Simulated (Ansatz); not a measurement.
SiC$_{4}$:
```
SiC4
1.0
    5.59772     0.00000     0.00000
    0.00000     5.59772     0.00000
    0.00000     0.00000     5.59772
Si C
2 8
Direct
  0.00000   0.00000   0.00000
  0.50000   0.50000   0.50000
  0.18730   0.18730   0.18730
  0.31270   0.31270   0.31270
  0.18730   0.81270   0.81270
  0.31270   0.68730   0.68730
  0.81270   0.18730   0.81270
  0.68730   0.31270   0.68730
  0.81270   0.81270   0.18730
  0.68730   0.68730   0.31270
```

Relaxed with r²SCAN. Special points in fractions of this cell's reciprocal vectors: Γ (0.000, 0.000, 0.000); X (0.000, 0.500, 0.000); M (0.500, 0.500, 0.000); R (0.500, 0.500, 0.500).

List the band energies nearest the valence-band maximum at these points for plane-wave PAW r²SCAN (Ansatz code).

In eV from the valence-band maximum; about four levels below and three above (degenerate sets whole), none deeper than 8.9 eV; points with the same levels are listed once.

| k | below | above |
|---|---|---|
| Γ | -0.71 -0.71 -0.71 -0.29 -0.29 -0.29 | 3.85 3.85 3.85 |
| X | -0.55 -0.55 -0.44 -0.44 | 4.42 4.42 4.54 4.54 |
| M | -0.47 -0.47 -0.46 -0.46 | 4.47 4.47 5.09 5.09 |
| R | -0.81 -0.81 0.00 0.00 0.00 | 4.63 4.63 4.63 |

Space group Pn-3m. The start of the workflow was typed in or built on a structure type; neither database checked (COD, Materials Project) lists it. Its standing as an ambient phase is unchecked. The cell was relaxed with r²SCAN under the symmetry of its start; whether a distortion lowers the energy is not shown. Its formation energy is positive at this level, so the cell may be metastable or incomplete.

Potentials: the earlier of the program's two PAW sets.
